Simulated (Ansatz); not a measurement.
VPbF₃ in Ansatz, relaxation

The command:

```bash
ansatz run input.yaml --threads 2 --pin off --max-ram 2560MiB --backend cpu --events-out ev --progress --plain --runs-dir out
```

input.yaml:

```yaml
crystal:
  lattice:
    - [4.003085, 0.0, 0.0]
    - [0.0, 4.003085, 0.0]
    - [0.0, 0.0, 4.92168]
  atoms:
    - { symbol: Pb, position: [0.0, 0.0, 0.0] }
    - { symbol: V, position: [0.5, 0.5, 0.5668] }
    - { symbol: F, position: [0.5, 0.5, 0.2102] }
    - { symbol: F, position: [0.5, 0.0, 0.6889] }
    - { symbol: F, position: [0.0, 0.5, 0.6889] }
  symmetry: { tolerance: 0.0003 }
kpoints:
  mp_grid: { grid: [8, 8, 7], shift: [0, 0, 0] }
magnetization:
  spin_polarized: false
scf:
  occupations: { method: fermi_dirac }
  lower_state_search: "off"
hamiltonian:
  pseudopotentials: { kind: paw }
  xc: r2scan
  hubbard: { projectors: atomic, sites: [{ species: V, l: d, u_eff: 3.77 }] }
basis:
  ecutwfc: 500
  fft_grid_basis: typed
relax:
  max_steps: 60
  cell: { p_target: 0.0 }
  f_tol: 0.03
output:
  forces: true
  stress: true
  eigenvalues: true
  bader: true
  populations: true
  elf: true
  write_potential: true
  volumetric_format: npy
  dos:
    e_range: [-12, 8]
    de: 0.05
    projected: { site_lists: { F: [F], Pb: [Pb], V: [V] } }
  write_density: true
checkpoint:
  read: saved_state
```

Origin of the cell: a known structure type with other elements, at an estimated volume, so it need not be a known compound.

The smearing width isn't typed, so it takes its default of 0.1 eV.

The saved state is a converged single point of the same cell.

Steps («new basis» is an SCF on plane waves selected anew at the same cell):

```json
{"step": "1", "ΔF (meV/atom)": "0.0", "max force component (eV/Å)": "2.063", "P (GPa)": "9.72", "volume (Å³)": "78.87", "SCF iterations": "15", "step was": "accepted"}
{"step": "2", "ΔF (meV/atom)": "-85.7", "max force component (eV/Å)": "1.103", "P (GPa)": "1.98", "volume (Å³)": "83.10", "SCF iterations": "15", "step was": "accepted"}
{"step": "3", "ΔF (meV/atom)": "-113.4", "max force component (eV/Å)": "0.652", "P (GPa)": "-0.27", "volume (Å³)": "84.29", "SCF iterations": "15", "step was": "accepted"}
{"step": "4", "ΔF (meV/atom)": "-145.9", "max force component (eV/Å)": "0.640", "P (GPa)": "-1.64", "volume (Å³)": "83.03", "SCF iterations": "14", "step was": "accepted"}
{"step": "5", "ΔF (meV/atom)": "-136.6", "max force component (eV/Å)": "1.487", "P (GPa)": "-1.94", "volume (Å³)": "77.93", "SCF iterations": "13", "step was": "rejected"}
{"step": "6", "ΔF (meV/atom)": "-165.3", "max force component (eV/Å)": "0.355", "P (GPa)": "-1.15", "volume (Å³)": "80.07", "SCF iterations": "20", "step was": "accepted"}
{"step": "7", "ΔF (meV/atom)": "-175.0", "max force component (eV/Å)": "0.144", "P (GPa)": "-0.46", "volume (Å³)": "77.03", "SCF iterations": "12", "step was": "accepted"}
{"step": "8", "ΔF (meV/atom)": "-179.0", "max force component (eV/Å)": "0.198", "P (GPa)": "0.17", "volume (Å³)": "74.30", "SCF iterations": "10", "step was": "accepted"}
{"step": "9", "ΔF (meV/atom)": "-179.8", "max force component (eV/Å)": "0.146", "P (GPa)": "0.06", "volume (Å³)": "75.09", "SCF iterations": "11", "step was": "accepted"}
{"step": "10", "ΔF (meV/atom)": "-180.0", "max force component (eV/Å)": "0.016", "P (GPa)": "-0.03", "volume (Å³)": "75.21", "SCF iterations": "11", "step was": "accepted"}
{"step": "11", "ΔF (meV/atom)": "-180.0", "max force component (eV/Å)": "0.022", "P (GPa)": "0.12", "volume (Å³)": "75.02", "SCF iterations": "11", "step was": "accepted"}
{"step": "12", "ΔF (meV/atom)": "-180.0", "max force component (eV/Å)": "0.012", "P (GPa)": "-0.04", "volume (Å³)": "75.12", "SCF iterations": "10", "step was": "accepted"}
{"step": "13", "ΔF (meV/atom)": "-180.0", "max force component (eV/Å)": "0.001", "P (GPa)": "0.01", "volume (Å³)": "75.08", "SCF iterations": "9", "step was": "accepted"}
{"step": "14", "ΔF (meV/atom)": "-179.3", "max force component (eV/Å)": "0.001", "P (GPa)": "0.01", "volume (Å³)": "75.08", "SCF iterations": "11", "step was": "new basis"}
```

Step 1, with forces in eV/Å:

```xyz
5
Lattice="4.003 0.000 0.000 0.000 4.003 0.000 0.000 0.000 4.922" Properties=species:S:1:pos:R:3:forces:R:3 pbc="T T T" step=1
Pb    0.000    0.000    0.000    0.000    0.000    1.693
V     2.002    2.002    2.790    0.000    0.000    1.325
F     2.002    2.002    1.035    0.000    0.000   -2.063
F     2.002    0.000    3.391    0.000    0.000   -0.478
F     0.000    2.002    3.391    0.000    0.000   -0.478
```

Step 2, with forces in eV/Å:

```xyz
5
Lattice="4.054 0.000 0.000 0.000 4.054 0.000 0.000 0.000 5.056" Properties=species:S:1:pos:R:3:forces:R:3 pbc="T T T" step=2
Pb    0.000    0.000    0.203    0.000    0.000    0.507
V     2.027    2.027    2.816    0.000    0.000    0.862
F     2.027    2.027    1.023    0.000    0.000   -1.103
F     2.027    0.000    3.426    0.000    0.000   -0.133
F     0.000    2.027    3.426    0.000    0.000   -0.133
```

Step 3, with forces in eV/Å:

```xyz
5
Lattice="4.008 0.000 0.000 0.000 4.008 0.000 0.000 0.000 5.247" Properties=species:S:1:pos:R:3:forces:R:3 pbc="T T T" step=3
Pb    0.000    0.000    0.329    0.000    0.000    0.153
V     2.004    2.004    2.870    0.000    0.000    0.405
F     2.004    2.004    1.043    0.000    0.000   -0.652
F     2.004    0.000    3.532    0.000    0.000    0.047
F     0.000    2.004    3.532    0.000    0.000    0.047
```

Step 4, with forces in eV/Å:

```xyz
5
Lattice="3.891 0.000 0.000 0.000 3.891 0.000 0.000 0.000 5.483" Properties=species:S:1:pos:R:3:forces:R:3 pbc="T T T" step=4
Pb    0.000    0.000    0.496    0.000    0.000   -0.044
V     1.946    1.946    2.896    0.000    0.000    0.400
F     1.946    1.946    1.025    0.000    0.000   -0.640
F     1.946    0.000    3.698    0.000    0.000    0.142
F     0.000    1.946    3.698    0.000    0.000    0.142
```

Step 6, with forces in eV/Å:

```xyz
5
Lattice="3.802 0.000 0.000 0.000 3.802 0.000 0.000 0.000 5.539" Properties=species:S:1:pos:R:3:forces:R:3 pbc="T T T" step=6
Pb    0.000    0.000    0.540    0.000    0.000   -0.079
V     1.901    1.901    2.897    0.000    0.000    0.119
F     1.901    1.901    0.970    0.000    0.000   -0.355
F     1.901    0.000    3.764    0.000    0.000    0.157
F     0.000    1.901    3.764    0.000    0.000    0.157
```

Step 7, with forces in eV/Å:

```xyz
5
Lattice="3.766 0.000 0.000 0.000 3.766 0.000 0.000 0.000 5.432" Properties=species:S:1:pos:R:3:forces:R:3 pbc="T T T" step=7
Pb    0.000    0.000    0.548    0.000    0.000   -0.130
V     1.883    1.883    2.831    0.000    0.000   -0.052
F     1.883    1.883    0.857    0.000    0.000   -0.106
F     1.883    0.000    3.735    0.000    0.000    0.144
F     0.000    1.883    3.735    0.000    0.000    0.144
```

Step 8, with forces in eV/Å:

```xyz
5
Lattice="3.750 0.000 0.000 0.000 3.750 0.000 0.000 0.000 5.283" Properties=species:S:1:pos:R:3:forces:R:3 pbc="T T T" step=8
Pb    0.000    0.000    0.499    0.000    0.000   -0.067
V     1.875    1.875    2.753    0.000    0.000   -0.161
F     1.875    1.875    0.728    0.000    0.000    0.198
F     1.875    0.000    3.702    0.000    0.000    0.016
F     0.000    1.875    3.702    0.000    0.000    0.016
```

Step 9, with forces in eV/Å:

```xyz
5
Lattice="3.754 0.000 0.000 0.000 3.754 0.000 0.000 0.000 5.327" Properties=species:S:1:pos:R:3:forces:R:3 pbc="T T T" step=9
Pb    0.000    0.000    0.476    0.000    0.000   -0.005
V     1.877    1.877    2.778    0.000    0.000   -0.146
F     1.877    1.877    0.774    0.000    0.000    0.060
F     1.877    0.000    3.726    0.000    0.000    0.045
F     0.000    1.877    3.726    0.000    0.000    0.045
```

Step 10, with forces in eV/Å:

```xyz
5
Lattice="3.753 0.000 0.000 0.000 3.753 0.000 0.000 0.000 5.340" Properties=species:S:1:pos:R:3:forces:R:3 pbc="T T T" step=10
Pb    0.000    0.000    0.469    0.000    0.000   -0.016
V     1.877    1.877    2.774    0.000    0.000    0.007
F     1.877    1.877    0.784    0.000    0.000   -0.003
F     1.877    0.000    3.740    0.000    0.000    0.005
F     0.000    1.877    3.740    0.000    0.000    0.005
```

Step 11, with forces in eV/Å:

```xyz
5
Lattice="3.755 0.000 0.000 0.000 3.755 0.000 0.000 0.000 5.319" Properties=species:S:1:pos:R:3:forces:R:3 pbc="T T T" step=11
Pb    0.000    0.000    0.457    0.000    0.000    0.022
V     1.878    1.878    2.765    0.000    0.000   -0.016
F     1.878    1.878    0.775    0.000    0.000   -0.006
F     1.878    0.000    3.732    0.000    0.000    0.000
F     0.000    1.878    3.732    0.000    0.000    0.000
```

Step 14, with forces in eV/Å:

```xyz
5
Lattice="3.757 0.000 0.000 0.000 3.757 0.000 0.000 0.000 5.318" Properties=species:S:1:pos:R:3:forces:R:3 pbc="T T T" step=14
Pb    0.000    0.000    0.465    0.000    0.000   -0.001
V     1.879    1.879    2.763    0.000    0.000    0.000
F     1.879    1.879    0.774    0.000    0.000    0.000
F     1.879    0.000    3.729    0.000    0.000    0.001
F     0.000    1.879    3.729    0.000    0.000    0.001
```

```yaml
Free_energy_lowered_by: 179.3 meV/atom
Volume_change: -4.81 %
Final_pressure: 0.01 GPa
Relaxation_steps_listed: 14
```

Caveats: no spin polarisation, so a magnetic state may lie lower; no spin-orbit coupling, though heavy elements are present; the relaxation held the start's symmetry, so the end may be a saddle point.

Time: 3 min on 2 threads of Intel(R) Xeon(R) 6975P-C (Granite Rapids), on a shared host, peak memory 0.72 GiB, from a saved density.
